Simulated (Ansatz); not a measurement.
**From the elastic tensor of SiC to moduli and sound speeds**

All numbers below come from Ansatz 0.2.0, DFT PBE, scalar-relativistic, plane waves, PAW. Plane waves to 420 eV; Γ-centred k mesh 10×10×10; fixed occupations. No spin polarisation.

Space group F-43m (No. 216), cubic, a = 4.380 Å. Si has 4 C at 1.90 Å; C has 4 Si at 1.90 Å.

It was relaxed at this level from a cell as deposited in COD.

Relaxed-ion constants (GPa, on the Cartesian axes of the calculation):
C11 = 383.5, C12 = 127.4, C13 = 127.4, C22 = 383.5, C23 = 127.4, C33 = 383.5, C44 = 239.3, C55 = 239.3, C66 = 239.3 GPa; the others vanish.

Density 3.170 g/cm³; 2 atoms in 21.00 Å³.

With S = C⁻¹: B_V = (C11+C22+C33+2(C12+C13+C23))/9, G_V = (C11+C22+C33−C12−C13−C23+3(C44+C55+C66))/15, 1/B_R = S11+S22+S33+2(S12+S13+S23), 15/G_R = 4(S11+S22+S33−S12−S13−S23)+3(S44+S55+S66); Hill is their mean. Then v_l = √((B+4G/3)/ρ), v_t = √(G/ρ), v_m = [(2/v_t³+1/v_l³)/3]^(−1/3) and Θ = (ħ/k_B)·v_m·(6π²n/V)^(1/3) for n atoms in the volume V; E = 9BG/(3B+G), ν = (3B−2G)/(2(3B+G)) and A^U = 5G_V/G_R + B_V/B_R − 6.

```
Bulk modulus, Voigt / Reuss / Hill          : 212.8 / 212.8 / 212.8 GPa
Shear modulus, Voigt / Reuss / Hill         : 194.8 / 177.6 / 186.2 GPa
Young's modulus                             : 432 GPa
Poisson ratio                               : 0.161
Pugh ratio B/G                              : 1.14 (under 1.75, the rule of thumb for brittle)
Universal anisotropy index                  : 0.49
Longitudinal and transverse sound speeds    : 12060 and 7664 m/s
Debye temperature from the mean sound speed : 1146 K
```
